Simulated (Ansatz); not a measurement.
The relaxed structure here is a generated cell of B: the first start was made by placing the elements on the sites of a structure type, and the end was not matched to a known phase here, so it may be hypothetical.

The end point of a relaxation of B. The numbers are results of r2SCAN (plane waves to 500 eV, PAW, scalar-relativistic; Ansatz, a first-principles code), not measurements.

```cif
data_B4
_chemical_formula_sum 'B4'
_space_group_name_H-M_alt 'P 1'
_space_group_IT_number 1
_cell_length_a 5.02112
_cell_length_b 5.02112
_cell_length_c 2.90175
_cell_angle_alpha 90.000
_cell_angle_beta 90.000
_cell_angle_gamma 158.956
loop_
_space_group_symop_operation_xyz
  'x, y, z'
loop_
_atom_site_label
_atom_site_type_symbol
_atom_site_fract_x
_atom_site_fract_y
_atom_site_fract_z
_atom_site_occupancy
B1 B 0.45146 0.54854 0.25000 1
B2 B 0.20763 0.79237 0.75000 1
B3 B 0.54854 0.45146 0.75000 1
B4 B 0.79237 0.20763 0.25000 1
```

Find the space group and the Wyckoff positions (tolerance 0.01 Å).

Space group Cmcm (No. 63); a = 1.8339 Å, b = 9.8734 Å, c = 2.9017 Å, α = β = γ = 90.00°

```csv
atom,site,symmetry,x,y,z
B,4c,m2m,0.0000,0.5485,0.2500
B,4c,m2m,0.0000,0.2076,0.2500
```

Give the shortest distances between elements (the closest pairs, up to four, under 3.6 Å).

B–B 1.74 Å.

```json
{
 "volume_per_atom": "6.57 Å³",
 "band_gap": "zero (metallic)"
}
```

No spin polarisation in the result.

It was reached from a disturbed copy of a P6/mmm (No. 191) cell, against which it lies -0.35 eV/atom.
